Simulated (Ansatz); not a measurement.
# Guessed and relaxed cells of CaZr2N3

The guess for CaZr2N3 was made by a generator: random cell by space group and Wyckoff sites (P4mm, No. 99). Lengths were set from tabulated atomic sizes, so they are only a guess.

start.xyz

```xyz
6
Lattice="4.3433 0.0000 0.0000 0.0000 4.3433 0.0000 0.0000 0.0000 5.3209" Properties=species:S:1:pos:R:3 pbc="T T T"
Ca    2.1716    2.1716    0.1005
Zr    2.1716    0.0000    4.3464
Zr    0.0000    2.1716    4.3464
N     2.1716    2.1716    2.0944
N     2.1716    0.0000    1.5971
N     0.0000    2.1716    1.5971
```

All numbers below come from DFT PBE, scalar-relativistic, plane waves, PAW (Ansatz). Cutoff 420 eV, Gaussian smearing, Γ-centred meshes. Cell and atoms relax first on a coarse mesh and then on a finer one. In between, the cell is made exact in the group found at 0.06 Å. In metals the finer mesh still leaves noise of several meV/atom or more. The steps can't lower the symmetry of their start. No spin polarisation in the relaxation; trial moments died out in a coarse test.

end.xyz

```xyz
6
Lattice="4.7564 0.0000 0.0000 0.0000 4.7564 0.0000 0.0000 0.0000 4.4002" Properties=species:S:1:pos:R:3 pbc="T T T"
Ca    2.3782    2.3782    0.8229
Zr    2.3782    0.0000    2.9750
Zr    0.0000    2.3782    2.9750
N     2.3782    2.3782    3.0336
N     2.3782    0.0000    0.9194
N     0.0000    2.3782    0.9194
```

The symmetry stays P4mm (No. 99). The volume per atom shrinks by 0.8 %, from 16.7 to 16.6 Å³. The shortest distance goes from 1.99 Å (Ca–N) to 2.06 Å (Zr–N). The ratio c/a of the conventional cell changes by a factor of 0.76. The energy falls by about 2.9 eV/atom (the start's value is from the coarse mesh). The end is written in a standard setting, so origin, axes and order of atoms can differ from the start's.

```json
{
 "Volume per atom": "16.59 Å³",
 "Density": "4.41 g/cm³",
 "Formation energy": "−0.49 eV/atom",
 "Gap on the 8×8×8 mesh of the 6-atom cell": "0 eV (a metal)"
}
```

The zero of energy is the elements' standard structures at the same level (N₂ as a molecule); no fitted shifts are applied.

The last run used Gaussian smearing of 0.10 eV. A structure relaxed within its symmetry needn't be a true minimum. In all, the 3 runs took 4.6 min on 1 thread of AMD EPYC 7R43 64-Core Processor (Zen 3) (shared host). Another cell of CaZr2N3 relaxed alike, in Cmmm, lies 0.83 eV/atom lower, so this cell isn't the stable form at this level.
